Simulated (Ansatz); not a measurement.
C (graphite type, space group P6_3/mmc), map of one atom of the cell

Starting cell, C (graphite type, space group P6_3/mmc):

```
CELL_PARAMETERS angstrom
      2.45536     0.00000     0.00000
     -1.22768     2.12640     0.00000
      0.00000     0.00000     6.67065
ATOMIC_POSITIONS crystal
  C  0.00000 0.00000 0.25000
  C  0.00000 0.00000 0.75000
  C  0.33333 0.66667 0.25000
  C  0.66667 0.33333 0.75000
```

Two-dimensional scan of atom 2 (C, nearest neighbour C at 1.418 Å; its periodic images, 2.5 Å or more away, move with it): u runs along (1.000, 0.000, 0.000), v along (0.000, 1.000, 0.000) (Cartesian). Cell and other atoms are fixed.

The numbers are results of r2SCAN+rVV10 (plane waves to 500 eV, PAW, scalar-relativistic; Ansatz, a quantum-chemistry and plane-wave program), not measurements. k mesh 12×12×4 (Γ-centred), Fermi-Dirac smearing 0.05 eV. Energies are smeared free energies. Points where atoms come too close for the PAW data are left out (x in tables, blank in figures). With partly filled bands, energies and forces of such displacements shift with the k mesh and the smearing. Fu and Fv are the components of the force on the atom. C was relaxed with its symmetry unable to fall. ΔE is measured from the undisplaced structure. Axes are in Å.

ΔE (meV/cell), with u across and v down:

| v \ u | -0.210 | -0.140 | -0.070 | 0.000 | 0.070 | 0.140 | 0.210 |
|---|---|---|---|---|---|---|---|
| -0.210 | 1923 | 1671 | 1508 | 1449 | 1508 | 1671 | 1923 |
| -0.140 | 1384 | 972 | 704 | 613 | 704 | 972 | 1384 |
| -0.070 | 1159 | 602 | 258 | 143 | 258 | 602 | 1159 |
| 0.000 | 1228 | 550 | 136 | 0 | 136 | 550 | 1228 |
| 0.070 | 1576 | 776 | 289 | 128 | 289 | 776 | 1576 |
| 0.140 | 2167 | 1224 | 673 | 488 | 673 | 1224 | 2167 |
| 0.210 | x | 1826 | 1220 | 1019 | 1220 | 1826 | x |

Fu (eV/Å), with u across and v down:

```csv
v \ u,-0.210,-0.140,-0.070,0.000,0.070,0.140,0.210
-0.210,4.21,3.00,1.66,0.00,-1.66,-3.00,-4.21
-0.140,6.56,4.93,2.60,0.00,-2.60,-4.93,-6.56
-0.070,9.19,6.55,3.28,0.00,-3.28,-6.55,-9.19
0.000,11.33,7.92,3.92,0.00,-3.92,-7.92,-11.33
0.070,13.81,9.31,4.61,0.00,-4.61,-9.31,-13.81
0.140,16.71,10.44,5.29,0.00,-5.29,-10.44,-16.71
0.210,x,12.01,5.60,0.00,-5.60,-12.01,x
```

Derived quantities:

- Principal force constants in the plane (five-point differences of the forces) = 55.8 eV/Å², isotropic
- Centre of the map = a minimum
- Lowest place on the grid = u = 0.000 Å, v = 0.000 Å (0 meV/cell)

The 49 points together took about 14 core-minutes (a rough figure).

(For displaced atoms, the force is minus the slope of the energy, and its curvature is a force constant, which sets phonon frequencies.)
